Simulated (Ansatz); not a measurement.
The cell below belongs to a search over invented structures; it isn't taken from experiment.

Input and command of a plane-wave DFT calculation in Ansatz:

```yaml
crystal:
  lattice:
    - [-1.7355895251, 1.7355895251, 10.2300458499]
    - [1.7355895251, -1.7355895251, 10.2300458499]
    - [1.7355895251, 1.7355895251, -10.2300458499]
  atoms:
    - { symbol: Hf, position: [0.5714299796, 0.5714299796, 0.0] }
    - { symbol: Hf, position: [0.4285700204, 0.4285700204, 0.0] }
    - { symbol: Ti, position: [0.2885429789, 0.2885429789, 0.0], spin: 1.0 }
    - { symbol: Ti, position: [0.7114570211, 0.7114570211, 0.0], spin: 1.0 }
    - { symbol: Ge, position: [0.8446060289, 0.8446060289, 0.0] }
    - { symbol: Ge, position: [0.1553939711, 0.1553939711, 0.0] }
    - { symbol: Ge, position: [0.0, 0.0, 0.0] }
basis:
  ecutwfc: 420
kpoints:
  mp_grid: { grid: [8, 8, 8] }
hamiltonian:
  xc: pbe
scf:
  occupations: { method: gaussian, width: 0.1 }
  lower_state_search: "off"
output:
  forces: true
  stress: true
  eigenvalues: true
  populations: true
magnetization:
  spin_polarized: true
```

```bash
ansatz run input.yaml --threads 1 --pin off --max-ram 2560MiB --backend cpu --events-out ev --progress --plain --runs-dir out
```

Processor: Intel(R) Xeon(R) Platinum 8488C (Sapphire Rapids), 1 thread, on a host shared with other jobs.

Problem. How long does it run, and how much memory does it take?

Solution. About 88 s, peak memory 0.97 GiB. It solves 72 bands at 59 k points (after reduction by symmetry) with about 2395 plane waves, in 18 SCF iterations.
